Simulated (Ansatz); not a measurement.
## Property card for SiMo2C

SiMo$_{2}$C:
```yaml
crystal:
  lattice:
    - [3.07073, 0.00000, 0.00000]
    - [-1.53536, 2.65933, 0.00000]
    - [0.00000, 0.00000, 12.33595]
  atoms:
    - { symbol: Si, position: [0.66667, 0.33333, 0.25000] }
    - { symbol: Si, position: [0.33333, 0.66667, 0.75000] }
    - { symbol: Mo, position: [0.66667, 0.33333, 0.90689] }
    - { symbol: Mo, position: [0.33333, 0.66667, 0.09311] }
    - { symbol: Mo, position: [0.33333, 0.66667, 0.40689] }
    - { symbol: Mo, position: [0.66667, 0.33333, 0.59311] }
    - { symbol: C, position: [0.00000, 0.00000, 0.00000] }
    - { symbol: C, position: [0.00000, 0.00000, 0.50000] }
```

Space group P6_3/mmc (No. 194); conventional cell a = b = 3.0707 Å, c = 12.3360 Å, α = β = 90.00°, γ = 120.00°.

Method: plane-wave PAW PBEsol (Ansatz code). The cell and atoms are relaxed at this level. Other levels are named where they apply.

Cell and energy:

* **Volume per atom**: 12.59 Å³
* **Density**: 7.65 g/cm³
* **Formation energy from the elements (no fitted shifts)**: -201 meV/atom

Electronic structure:

- Electronic character: metallic (no gap)
- Density of states at the Fermi level: 0.61 states/eV per atom (mean over ±0.08 eV)
- Gap with spin–orbit coupling: none (metallic)

Mechanics:

- Bulk modulus (Birch–Murnaghan fit) = 236 GPa
- Pressure derivative B′ = 3.8
- Elastic constants (relaxed ions, GPa) = C11 = 332, C12 = 158, C13 = 209, C33 = 369, C44 = 140
- Mechanical stability = stable (all eigenvalues of C positive)
- Hill bulk and shear moduli = 240 and 99.6 GPa
- Young's modulus = 263 GPa
- Poisson's ratio = 0.32
- Debye temperature from the elastic constants = 517 K

The start of the workflow was typed in or built on a structure type; neither database checked (COD, Materials Project) lists it. Whether it is the stable phase at ambient conditions was not checked. The PBEsol relaxation kept the symmetry of its start; its stability against distortions is not shown here. No spin polarisation was allowed. As this level gives no gap, shear constants depend on the k-mesh and smearing (Fermi–Dirac, 0.1 eV here). The references are the lowest solids computed at this level, not always the standard phases. Spin–orbit coupling is left out wherever it is not named.

Potentials: the earlier of the program's two PAW sets. The files were generated under PBE; for other functionals the program regenerates the frozen cores, and for LDA and PBEsol the local potential too.
